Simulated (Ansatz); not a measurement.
C:
```yaml
crystal:
  lattice:
    - [1.74873, 0.00000, 0.00000]
    - [0.00000, 1.74873, 0.00000]
    - [0.00000, 0.00000, 1.74873]
  atoms:
    - { symbol: C, position: [0.00000, 0.00000, 0.00000] }
```

Relaxed with LDA. Special points in fractions of this cell's reciprocal vectors: Γ (0.000, 0.000, 0.000); X (0.000, 0.500, 0.000); M (0.500, 0.500, 0.000); R (0.500, 0.500, 0.500).

List the band energies nearest the Fermi level at these points for LDA (plane waves, PAW; program Ansatz).

In eV from the Fermi level; about four levels below and three above (degenerate sets whole), none deeper than 8.9 eV; … stands for higher levels left out; points with the same levels are listed once.

| k | below | above |
|---|---|---|
| Γ | – | … |
| M | -6.46 -6.46 | … |

Space group Pm-3m (simple cubic). The start of the workflow was typed in or built on a structure type; neither database checked (COD, Materials Project) lists it. It is not the phase usual at ambient conditions (space group No. 194, 227). Symmetry was held in the LDA relaxation; whether a distortion lowers the energy is not shown. The volume moved by -28 % from the start of the relaxation.

Potentials: the earlier of the program's two PAW sets.
